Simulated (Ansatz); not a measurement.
YAl₂:
```cif
data_Al16Y8
_chemical_formula_sum 'Y8 Al16'
_space_group_name_H-M_alt 'Fd-3m :1'
_space_group_IT_number 227
_space_group_name_Hall 'F 4d 2 3 -1d'
_cell_length_a 7.85497
_cell_length_b 7.85497
_cell_length_c 7.85497
_cell_angle_alpha 90.000
_cell_angle_beta 90.000
_cell_angle_gamma 90.000
loop_
_atom_site_label
_atom_site_type_symbol
_atom_site_symmetry_multiplicity
_atom_site_Wyckoff_symbol
_atom_site_fract_x
_atom_site_fract_y
_atom_site_fract_z
_atom_site_occupancy
Y1 Y 8 b 0.50000 0.50000 0.50000 1
Al1 Al 16 c 0.12500 0.12500 0.12500 1
```
(The calculation used a cell of 6 atoms; values per cell refer to that cell.)

Relaxed with r²SCAN.

**Question.** Tabulate the valence density and the electron localisation function along the shortest Al–Al contact (2.78 Å), r²SCAN in the plane-wave PAW code Ansatz.

**Answer.** 

| distance from Al (Å) | density (e/Å³) | ELF |
|---|---|---|
| 0.28 | 0.06 | 0.07 |
| 0.42 | 0.08 | 0.02 |
| 0.56 | 0.11 | 0.06 |
| 0.69 | 0.16 | 0.24 |
| 0.83 | 0.20 | 0.48 |
| 0.97 | 0.22 | 0.62 |
| 1.11 | 0.23 | 0.67 |
| 1.25 | 0.23 | 0.68 |
| 1.39 | 0.22 | 0.68 |
| 1.53 | 0.23 | 0.68 |
| 1.67 | 0.23 | 0.67 |
| 1.81 | 0.22 | 0.62 |
| 1.94 | 0.20 | 0.48 |
| 2.08 | 0.16 | 0.24 |
| 2.22 | 0.11 | 0.06 |
| 2.36 | 0.08 | 0.01 |
| 2.50 | 0.06 | 0.09 |

The density is the valence pseudo-density with augmentation charge, so density and ELF within about 1 Å of a nucleus are not all-electron values.

The first step of the workflow began from a Materials Project structure, measured or hypothetical; the Crystallography Open Database copy checked does not list it. Whether it is the stable phase at ambient conditions was not checked. The r²SCAN relaxation kept the symmetry of its start; whether a distortion lowers the energy is not shown. The run is not spin-polarised.

Potentials: the later of the program's two PAW sets.
